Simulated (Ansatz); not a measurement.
# Property card for ZrTa

ZrTa:
```
CELL_PARAMETERS angstrom
      2.84895     0.00000     0.00000
      0.00000     2.84895     0.00000
      0.00000     0.00000     4.85723
ATOMIC_POSITIONS crystal
  Ta 0.00000 0.00000 0.00000
  Zr 0.50000 0.50000 0.50000
```

Space group P4/mmm (No. 123), L1₀ or tetragonal B2; conventional cell a = b = 2.8489 Å, c = 4.8572 Å, α = β = γ = 90.00°.

Method: PBEsol (plane waves, PAW; program Ansatz). The cell and atoms are relaxed at this level. Other levels are named where they apply.

**Cell and energy**

```json
{
 "volume_per_atom": "19.71 Å³",
 "density": "11.46 g/cm³",
 "Formation energy from the elements (no fitted shifts)": "0.21 eV/atom"
}
```

**Electronic structure**

```json
{
 "electronic_character": "metallic (no gap)",
 "Density of states at the Fermi level": "1.5 states/eV per atom (mean over ±0.08 eV)",
 "Gap with spin–orbit coupling": "none (metallic)"
}
```

**Mechanics**

```json
{
 "Bulk modulus (Birch–Murnaghan fit)": "138 GPa",
 "Pressure derivative B′": "3.9",
 "Elastic constants (relaxed ions, GPa)": "C11 = 172, C12 = 122, C13 = 117, C33 = 216, C44 = 29.2, C66 = -18.0",
 "mechanical_stability": "unstable (C has a negative eigenvalue)"
}
```

**Phonons**

```json
{
  "highest_zone_centre_frequency": "108 cm⁻¹",
  "zone_centre_stability": "no imaginary mode at Γ"
}
```

The start of the workflow was typed in or built on a structure type; neither database checked (COD, Materials Project) lists it. Its standing as an ambient phase is unchecked. The cell was relaxed with PBEsol under the symmetry of its start. The run is not spin-polarised. Its formation energy is positive at this level, so the cell may be metastable or incomplete. As this level gives no gap, shear constants depend on the k-mesh and smearing (Fermi–Dirac, 0.1 eV here). As this level gives no gap, phonon frequencies hold no LO–TO term and depend on the k-mesh and smearing (Fermi–Dirac, 0.1 eV here). Axis ratios of metals converge slowly with the k-mesh, so a and c are less sure than the volume. On the denser mesh and wider smearing of the elastic run this cell carries a stress of 0.4 GPa. The references are the lowest solids computed at this level, not always the standard phases. Spin–orbit coupling is left out wherever it is not named.

Potentials: the earlier of the program's two PAW sets. The files were generated under PBE; for other functionals the program regenerates the frozen cores, and for LDA and PBEsol the local potential too.
